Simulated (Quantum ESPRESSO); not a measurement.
## AlAs: magnetic shieldings

```yaml
crystal:
  lattice:
    - [0.00000, 2.83790, 2.83790]
    - [2.83790, 0.00000, 2.83790]
    - [2.83790, 2.83790, 0.00000]
  atoms:
    - { symbol: Al, position: [0.00000, 0.00000, 0.00000] }
    - { symbol: As, position: [0.75000, 0.75000, 0.75000] }
```
The cell comes from the Materials Project (a computed structure). It is AlAs in F-43m. Stability against distortions was not tested.

Computed: shieldings by GIPAW with PBE in a modified build of Quantum ESPRESSO, on JTH PAW datasets, 20 Ha, k-mesh 8×8×8 shifted, f-sum rule met within 0.003 %.

```csv
site,site symmetry,σ_iso (ppm)
Al (atom 1),-43m,396
As (atom 2),-43m,1564
```

These are absolute shieldings with no macroscopic susceptibility term; δ = σ_ref − σ needs a reference computed alike. In our sweeps, cutoffs and meshes of this size left a few ppm, and up to some 20 ppm on atoms from Zn on. The datasets of Al hold no d projectors, which limits absolute σ on these atoms. Static lattice: thermal averaging is not included.
